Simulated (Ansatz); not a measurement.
# Property card for NbAs

NbAs:
```
NbAs
1.0
   -1.70867     1.70867     5.76584
    1.70867    -1.70867     5.76584
    1.70867     1.70867    -5.76584
Nb As
2 2
Cartesian
  0.00000   0.00000  11.51739
  0.00000   1.70867   2.86863
  0.00000   0.00000   4.81147
  1.70867   0.00000   1.92855
```

Space group I4_1md (No. 109); conventional cell a = 3.4173 Å, b = 3.4173 Å, c = 11.5317 Å, α = 90.00°, β = 90.00°, γ = 90.00°.

Method: LDA in the plane-wave PAW code Ansatz. Geometry: relaxed at this level of theory. Other levels are named where they apply.

### Cell and energy

```
Item                                                          Result
-----------------------------------------------------  -------------
Volume per atom                                             16.83 Å³
Density                                                   8.28 g/cm³
Formation energy from the elements (no fitted shifts)  -0.77 eV/atom
```

### Electronic structure

```
Item                                                                                                        Value
------------------------------------  ---------------------------------------------------------------------------
Electronic character                  no gap, with almost no states at the Fermi level (zero-gap or semimetallic)
Density of states at the Fermi level                                 0.02 states/eV per atom (mean over ±0.08 eV)
```

### Mechanics

```
Quantity                              Value
----------------------------------  -------
Bulk modulus (Birch–Murnaghan fit)  183 GPa
Pressure derivative B′                  4.3
```

The LDA relaxation kept the symmetry of its start. No spin polarisation was allowed. A small band overlap can be real or an error of a semilocal functional. The references are the lowest solids computed at this level, not always the standard phases. Scalar-relativistic: spin–orbit coupling is off unless named, which matters more the heavier the elements.

Potentials: the later of the program's two PAW sets.
